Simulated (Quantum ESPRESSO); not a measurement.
Parts of the isotropic shielding in SrTiO$_{3}$, by GIPAW with PBE in a modified build of Quantum ESPRESSO, on JTH PAW datasets, 22.5 Ha, k-mesh 7×7×7 shifted:

```
SrTiO3
1.0
    3.89900     0.00000     0.00000
    0.00000     3.89900     0.00000
    0.00000     0.00000     3.89900
Sr Ti O
1 1 3
Direct
  0.50000   0.50000   0.50000
  0.00000   0.00000   0.00000
  0.50000   0.00000   0.00000
  0.00000   0.50000   0.00000
  0.00000   0.00000   0.50000
```
The cell was made here from an entry of the Crystallography Open Database (unchecked): atoms relaxed with PBE in the measured cell (PBE without dispersion, pw.x of Quantum ESPRESSO, symmetry kept).  Stability against distortions was not tested. The run has no spin polarisation.

The core term is that of the free atom's frozen core; the paramagnetic column sums the reconstruction terms. These are absolute shieldings with no macroscopic susceptibility term; δ = σ_ref − σ needs a reference computed alike. By our sweeps, such settings leave a few ppm in absolute σ on light atoms and up to some 20 ppm from Zn on. Spin–orbit coupling is left out; its weight grows with the heaviest atom, Sr here.

| site | core | bare (smooth current) | diamagnetic correction | paramagnetic corrections | σ_iso (ppm) |
|---|---|---|---|---|---|
| Sr (atom 1) | 3441.1 | 101.1 | -5.8 | … | … |
| Ti (atom 2) | 1409.5 | -81.0 | 144.5 | … | … |
| O (atoms 3, 4, 5) | 271.1 | -65.9 | 26.2 | … | … |

**Question.** Fill in the missing entries.

**Answer.** 
- Sr (atom 1), paramagnetic corrections: -600.4
- Sr (atom 1), σ_iso (ppm): 2936.0
- Ti (atom 2), paramagnetic corrections: -1723.4
- Ti (atom 2), σ_iso (ppm): -250.4
- O (atoms 3, 4, 5), paramagnetic corrections: -515.4
- O (atoms 3, 4, 5), σ_iso (ppm): -284.0
